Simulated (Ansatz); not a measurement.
Q: Name crystals whose computed values (PBEsol in the plane-wave PAW code Ansatz) fall in these windows: G_Hill (GPa) 18 to 26; Θ_D (K) 210 to 250.

A: 

```json
[
 {"crystal": "ZnHgS2, R3m (Zn on 3a, Hg on 3a, S on 3a, S on 3a)", "G_Hill (GPa)": "22.4", "Θ_D (K)": "227"},
 {"crystal": "ZnCdSe2, P3m1 (Zn on 1a, Cd on 1c, Se on 1c, Se on 1a)", "G_Hill (GPa)": "19.8", "Θ_D (K)": "216"},
 {"crystal": "Y, fcc (Cu type)", "G_Hill (GPa)": "23.9", "Θ_D (K)": "235"},
 {"crystal": "ZnCdSe2, R3m (Zn on 3a, Cd on 3a, Se on 3a, Se on 3a)", "G_Hill (GPa)": "20.3", "Θ_D (K)": "219"},
 {"crystal": "ZnCdSeS, P3m1 (Zn on 1b, Cd on 1a, Se on 1b, S on 1a)", "G_Hill (GPa)": "21.2", "Θ_D (K)": "238"}
]
```
Others may fit too.

Not the usual ambient phase: Y, fcc (Cu type). Standing as an ambient phase not checked: ZnHgS2, R3m (Zn on 3a, Hg on 3a, S on 3a, S on 3a); ZnCdSe2, P3m1 (Zn on 1a, Cd on 1c, Se on 1c, Se on 1a); ZnCdSe2, R3m (Zn on 3a, Cd on 3a, Se on 3a, Se on 3a); ZnCdSeS, P3m1 (Zn on 1b, Cd on 1a, Se on 1b, S on 1a). All cells were relaxed under the symmetry of their starts (and spin orders); stability against distortions was not tested throughout. Rows with no word on spin ran without spin polarisation. Scalar-relativistic: spin–orbit coupling is off unless named, which matters more the heavier the elements.

Potentials: the later of the program's two PAW sets.
